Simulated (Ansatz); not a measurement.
BaZrO$_{3}$ (cubic perovskite), relaxed and computed with several functionals in Ansatz (plane waves, PAW). Much of their spread follows the volume that each gives.

| functional | V (Å³/atom) | B₀ by P(V) fit (GPa) |
|---|---|---|
| PBE | 15.11 | 149 |
| LDA | 14.27 | 175 |
| r²SCAN | 14.87 | 163 |
| HSE06 | 14.73 | ? |

### Question
Fit a straight line to ln B₀ against ln V and predict the withheld value.

### Answer
Least squares on the 3 shown rows: ln B₀ = -2.60 × ln V + (12.084), with a scatter of 2 %. For HSE06 this gives 162. The run itself gave 165, within the scatter.

Unstable at this level: BaZrO3, cubic perovskite with PBE; BaZrO3, cubic perovskite with LDA. All cells were relaxed under the symmetry of their starts (and spin orders); stability against distortions was not tested throughout. Rows with no word on spin ran without spin polarisation. Scalar-relativistic: spin–orbit coupling is off unless named, which matters more the heavier the elements.

Potentials: the later of the program's two PAW sets.

Ansatz (an electronic-structure program) is a plane-wave DFT program.
